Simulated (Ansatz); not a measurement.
Theory: DFT PBE, scalar-relativistic, plane waves, PAW in Ansatz 0.2.0. Cutoff 420 eV, Γ-centred meshes of about 0.25 Å⁻¹ or finer for metals and 0.3 Å⁻¹ for insulators (2π included), Gaussian smearing. Collinear spin where magnetic atoms keep a moment.

All energies are static (0 K, no zero-point motion).

Compare these two cells of Rb₃Ti₃I, each relaxed at this level.

A. (ferromagnetic moments up to 1.4 μB)

```cif
data_structure
_symmetry_space_group_name_H-M 'P6mm'
_symmetry_Int_Tables_number 183
_cell_length_a 6.2645
_cell_length_b 6.2645
_cell_length_c 6.9698
_cell_angle_alpha 90.000
_cell_angle_beta 90.000
_cell_angle_gamma 120.000
_cell_volume 236.88
loop_
_atom_site_label
_atom_site_type_symbol
_atom_site_symmetry_multiplicity
_atom_site_Wyckoff_symbol
_atom_site_fract_x
_atom_site_fract_y
_atom_site_fract_z
_atom_site_occupancy
Rb1 Rb 3 c 0.50000 0.00000 0.65322 1
Ti1 Ti 3 c 0.50000 0.00000 0.15367 1
I1 I 1 a 0.00000 0.00000 0.04712 1
```

B. (ferromagnetic moments up to 1.9 μB)

```cif
data_structure
_symmetry_space_group_name_H-M 'R-3m:H'
_symmetry_Int_Tables_number 166
_cell_length_a 6.5096
_cell_length_b 6.5096
_cell_length_c 19.8668
_cell_angle_alpha 90.000
_cell_angle_beta 90.000
_cell_angle_gamma 120.000
_cell_volume 729.06
loop_
_atom_site_label
_atom_site_type_symbol
_atom_site_symmetry_multiplicity
_atom_site_Wyckoff_symbol
_atom_site_fract_x
_atom_site_fract_y
_atom_site_fract_z
_atom_site_occupancy
Rb1 Rb 9 d 0.16667 0.33333 0.83333 1
Ti1 Ti 9 e 0.50000 0.00000 0.00000 1
I1 I 3 a 0.00000 0.00000 0.00000 1
```

Problem. Which is lower in energy, and by how much?

Solution. B is lower, by 46 meV/atom. A has space group P6mm (No. 183), 33.8 Å³/atom and no gap on its mesh; B has space group R-3m (No. 166), 34.7 Å³/atom and no gap. Even the lower one lies +0.93 eV/atom against the reference forms of the elements (uncorrected), so neither is stable at this level. In A, around Rb lie 4 Rb at 3.13 Å and 2 Ti at 3.48–3.49 Å; Ti is surrounded by 4 Ti at 3.13 Å, 2 I at 3.22 Å and 2 Rb at 3.48–3.49 Å; I has 6 Ti at 3.22 Å and 6 Rb at 4.17 Å. In B, around Rb lie 4 Rb at 3.25 Å, 2 I at 3.81 Å and 4 Ti at 3.81 Å; around Ti lie 2 I at 3.25 Å, 4 Ti at 3.25 Å and 4 Rb at 3.81 Å; I is surrounded by 6 Ti at 3.25 Å and 6 Rb at 3.81 Å. Both come from trial cells of a structure search.

These runs have no spin–orbit coupling, which can matter for I. Another magnetic order may lie lower. Cells relaxed within their symmetry can be saddle points.
